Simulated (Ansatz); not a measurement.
Consider the following.

SnTe (rock salt)

```
SnTe
1.0
    0.00000     3.18559     3.18559
    3.18559     0.00000     3.18559
    3.18559     3.18559     0.00000
Te Sn
1 1
Direct
  0.00000   0.00000   0.00000
  0.50000   0.50000   0.50000
```

Equation-of-state scan: isotropic scaling of the cell above, V₀ being its volume. Symmetry pins the atoms to their sites.

Level of theory: r2SCAN (plane waves to 500 eV, PAW, scalar-relativistic; Ansatz, a first-principles code). k mesh 13×13×13 (Γ-centred), Fermi-Dirac smearing 0.05 eV. Energies are smeared free energies. Compression counts positive. SnTe was relaxed with its symmetry unable to fall. Spin-orbit coupling is left out, though Te is heavy. The PAW data are Ansatz's earlier set. ΔE is measured from the relaxed starting cell.

The scan covers V/V₀ from 0.900 to 1.100 in 11 points.

Problem. What is the fitted pressure derivative B₀′?

Solution. 4.4.

Problem. What bulk modulus B₀ follows from a third-order Birch-Murnaghan fit?

Solution. 44.0 GPa.

(Under strain, the slope of the energy per volume gives the stress and its curvature an elastic modulus.)
